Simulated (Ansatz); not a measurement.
GaAs (CsCl type, Pm-3m) at seven volumes, the program Ansatz at the r²SCAN level (PAW), scaled uniformly. One row is withheld.

```csv
V (Å³/atom),P (GPa)
16.995,7.71
17.556,4.86
18.116,2.24
18.676,-0.01
19.236,-1.91
19.797,-3.43
20.357,?
```

Q: Fit the shown pressures and predict the withheld one.

A: P = (3/2)B₀(x^(7/2) − x^(5/2))[1 + (3/4)(B′ − 4)(x − 1)] with x = (V₀/V)^(2/3). Least squares on the six rows gives V₀ = 18.686 Å³/atom, B₀ = 67.6 GPa, B′ = 3.99. At V = 20.357, x = 0.9445 and P = -4.88 GPa. The run itself gave -4.78 GPa.

A made-up cell: these elements were put on the sites of a structure type; neither database checked (COD, Materials Project) lists it. It is not the phase usual at ambient conditions (space group No. 216). Symmetry was held in the r²SCAN relaxation. At this level the phase is mechanically unstable.

Potentials: the earlier of the program's two PAW sets.
